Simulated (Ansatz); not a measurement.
Ta2Si:
```yaml
crystal:
  lattice:
    - [-3.08453, 3.08453, 2.52547]
    - [3.08453, -3.08453, 2.52547]
    - [3.08453, 3.08453, -2.52547]
  atoms:
    - { symbol: Ta, position: [0.66364, 0.83636, 0.50000] }
    - { symbol: Ta, position: [0.33636, 0.16364, 0.50000] }
    - { symbol: Ta, position: [0.83636, 0.33636, 0.17271] }
    - { symbol: Ta, position: [0.16364, 0.66364, 0.82729] }
    - { symbol: Si, position: [0.25000, 0.25000, 0.00000] }
    - { symbol: Si, position: [0.75000, 0.75000, 0.00000] }
```

Relaxed with r²SCAN. Special points in fractions of this cell's reciprocal vectors: Γ (0.000, 0.000, 0.000); X (0.000, 0.000, 0.500); M (-0.500, 0.500, 0.500); Z (0.418, 0.418, -0.418); Z0 (-0.418, 0.582, 0.418); P (0.250, 0.250, 0.250); N (0.000, 0.500, 0.000).

Question: List the band energies nearest the Fermi level at these points for DFT-r²SCAN in the program Ansatz with PAW potentials.

Answer: In eV from the Fermi level; about four levels below and three above (degenerate sets whole), none deeper than 8.9 eV; points with the same levels are listed once.

| k | below | above |
|---|---|---|
| Γ | -2.72 -2.72 -2.68 -2.20 | 0.20 0.26 1.00 |
| X | -2.35 -2.13 -1.62 -0.16 | 0.03 0.11 0.68 |
| M | -1.11 -1.11 -1.09 -1.09 -0.22 | 0.35 0.79 0.79 |
| Z | -1.03 -1.03 -0.67 -0.36 | 0.49 0.49 1.05 |
| P | -2.04 -2.04 -1.19 -1.19 | 0.82 0.82 1.97 1.97 |
| N | -2.08 -2.08 -1.21 -1.21 | 0.76 0.76 2.04 2.04 |

Space group I4/mcm. The first step of the workflow began from a Materials Project structure, measured or hypothetical; the Crystallography Open Database copy checked does not list it. Whether it is the stable phase at ambient conditions was not checked. The r²SCAN relaxation kept the symmetry of its start; whether a distortion lowers the energy is not shown. No spin polarisation was allowed. Spin–orbit coupling is left out wherever it is not named.

Potentials: the earlier of the program's two PAW sets.
